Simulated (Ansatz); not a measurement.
Given:

CsCaH$_{3}$:
```
CsCaH3
1.0
    4.46808     0.00000     0.00000
    0.00000     4.46808     0.00000
    0.00000     0.00000     4.46808
Cs Ca H
1 1 3
Cartesian
  0.00000   0.00000   0.00000
  2.23404   2.23404   2.23404
  2.23404   0.00000   2.23404
  0.00000   2.23404   2.23404
  2.23404   2.23404   0.00000
```

This is the LDA-relaxed structure.

All from DFT-LDA in the program Ansatz with PAW potentials, unless another level is named. Give the band gap.

2.67 eV (direct).

Predict the formation energy from the elements (no fitted shifts).

-49 kJ/mol-atom.

And the electron effective mass?

0.41, 0.41, 0.43 mₑ (principal values).

What about the weight of the valence-edge state by species (Voronoi cells)?

H 85 %, Cs 9 %, Ca 6 %.

And the valence-band maximum?

at M.

And the weight of the conduction-edge state by species (Voronoi cells)?

H 58 %, Ca 21 %, Cs 21 %.

Space group Pm-3m (cubic perovskite). The workflow started from a Materials Project entry (that database holds measured and hypothetical structures alike); the Crystallography Open Database copy checked does not list it. Its standing as an ambient phase is unchecked. The cell was relaxed with LDA under the symmetry of its start; phonons on a q-mesh show no instability. The references are the lowest solids computed at this level, not always the standard phases (solids in place of the gases). Spin–orbit coupling is left out wherever it is not named.

Potentials: the later of the program's two PAW sets.
